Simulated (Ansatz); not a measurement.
The calculation used Ansatz 0.2.0, DFT PBE, scalar-relativistic, plane waves, PAW. Settings: cutoff 420 eV, Γ-centred meshes spaced at most about 0.3 Å⁻¹, and about 0.25 Å⁻¹ or finer for metals (2π included), Gaussian smearing. Collinear spin in cells that started with moments and kept them past the coarse steps, no spin elsewhere.

These are static total energies at zero pressure. All come from trial cells, and lower structures may exist.

Question: Which of these relaxed structures of ZrO5 is the lowest in energy?
A.

Space group P6/mmm (No. 191). a = 4.290 Å, b = 4.290 Å, c = 5.626 Å, α = 90.00°, β = 90.00°, γ = 120.00°
```
atom  site  symmetry       x       y       z
  Zr    1a     6/mmm  0.0000  0.0000  0.0000
   O    3f       mmm  0.5000  0.0000  0.0000
   O    2e       6mm  0.0000  0.0000  0.3879
```

B.

Space group P6/mmm (No. 191). a = 4.202 Å, b = 4.202 Å, c = 4.071 Å, α = 90.00°, β = 90.00°, γ = 120.00°
| atom | site | symmetry | x | y | z |
| --- | --- | --- | --- | --- | --- |
| Zr | 1a | 6/mmm | 0.0000 | 0.0000 | 0.0000 |
| O | 4h | 3m. | 0.3333 | 0.6667 | 0.1694 |
| O | 1b | 6/mmm | 0.0000 | 0.0000 | 0.5000 |

C.

Space group P4/mmm (No. 123). a = 2.879 Å, b = 2.879 Å, c = 10.661 Å, α = 90.00°, β = 90.00°, γ = 90.00°
```json
{"atom": "Zr", "site": "1c", "symmetry": "4/mmm", "x": "0.5000", "y": "0.5000", "z": "0.0000"}
{"atom": "O", "site": "2h", "symmetry": "4mm", "x": "0.5000", "y": "0.5000", "z": "0.4410"}
{"atom": "O", "site": "2g", "symmetry": "4mm", "x": "0.0000", "y": "0.0000", "z": "0.1042"}
{"atom": "O", "site": "1b", "symmetry": "4/mmm", "x": "0.0000", "y": "0.0000", "z": "0.5000"}
```

D.

Space group P-62m (No. 189). a = 3.831 Å, b = 3.831 Å, c = 4.949 Å, α = 90.00°, β = 90.00°, γ = 120.00°
| atom | site | symmetry | x | y | z |
| --- | --- | --- | --- | --- | --- |
| Zr | 1b | -62m | 0.0000 | 0.0000 | 0.5000 |
| O | 3f | m2m | 0.7617 | 0.0000 | 0.0000 |
| O | 2d | -6.. | 0.6667 | 0.3333 | 0.5000 |

Answer: B. It has space group P6/mmm (No. 191); the next, A, with space group P6/mmm (No. 191), lies 35 meV/atom higher. Largest moments: B no spin, A 0.3 μB, D no spin, C no spin. Counting O atoms around Zr (those within 1.25 times the shortest such distance or 1.15 times the sum of covalent radii; a plus sign parts nearer from farther groups), the lowest has Zr 2+12 and the next has Zr 8. The lowest and the next both hold O–O pairs.

No dispersion correction is applied, so the spacing and binding between layers, chains or molecules are poorly described (P4/mmm), and this can change margins and order among such cells. Another magnetic order may lie lower. Cells relaxed within their symmetry can be saddle points. Some structure types and database cells were kept out of the candidates from the start, so a known form may be missing.
